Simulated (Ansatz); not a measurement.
BiCl3 in space group Pnma (No. 62; Bi on 4c, Cl on 8d, Cl on 4c) at seven volumes, DFT-r²SCAN+D4 in the program Ansatz with PAW potentials, shape and atoms relaxed at each. One row is withheld.

```tsv
V (Å³/atom)	P (GPa)
24.217	2.24
25.016	1.27
25.814	0.54
26.613	-0.01
27.411	-0.40
28.209	?
29.008	-0.90
```

**Question.** Fit the shown pressures and predict the withheld one.

**Answer.** P = (3/2)B₀(x^(7/2) − x^(5/2))[1 + (3/4)(B′ − 4)(x − 1)] with x = (V₀/V)^(2/3). Least squares on the six rows gives V₀ = 26.601 Å³/atom, B₀ = 15.8 GPa, B′ = 9.21. At V = 28.209, x = 0.9616 and P = -0.70 GPa. The run itself gave -0.68 GPa.

The first step of the workflow began from a Materials Project structure, measured or hypothetical; the Crystallography Open Database copy checked does not list it. COD files the formula under space group No. 33, so this cell is another polymorph or a model. Its standing as an ambient phase is unchecked. The cell was relaxed with r²SCAN+D4 under the symmetry of its start; its stability against distortions is not shown here. Scalar-relativistic: spin–orbit coupling is off unless named, which matters more the heavier the elements.

Potentials: the later of the program's two PAW sets.
